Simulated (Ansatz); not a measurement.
A distorted cell of Pt (fcc, Cu type):

```xyz
2
Lattice="0.0000 3.9703 3.9703 1.9851 0.0000 1.9851 1.9851 1.9851 0.0000" Properties=species:S:1:pos:R:3 pbc="T T T"
Pt    -0.0285     0.0520    -0.0805
Pt     2.0137     1.9331     4.0508
```

Level of theory: PBE (plane waves to 420 eV, PAW, scalar-relativistic; Ansatz, a first-principles code). k mesh 10×20×20 (Γ-centred), Fermi-Dirac smearing 0.05 eV. Stress and pressure are positive under compression. With partly filled bands, energies and forces of such displacements shift with the k mesh and the smearing. Pt is run without spin polarisation. Pt was relaxed with its symmetry unable to fall. Spin-orbit coupling is left out, though Pt is heavy.

### Question
What forces act on the atoms (eV/Å, Cartesian)?

### Answer
| atom | Fx | Fy | Fz |
|---|---|---|---|
| Pt1 | 0.156 | -0.272 | 0.378 |
| Pt2 | -0.156 | 0.272 | -0.378 |

### Question
What is the stress tensor (GPa)?

### Answer
```
    1.7     -1.7     -1.1
   -1.7      1.2      0.8
   -1.1      0.8      0.2
```
The pressure, a third of the trace, is 1.0 GPa.

(For displaced atoms, the force is minus the slope of the energy, and its curvature is a force constant, which sets phonon frequencies.)
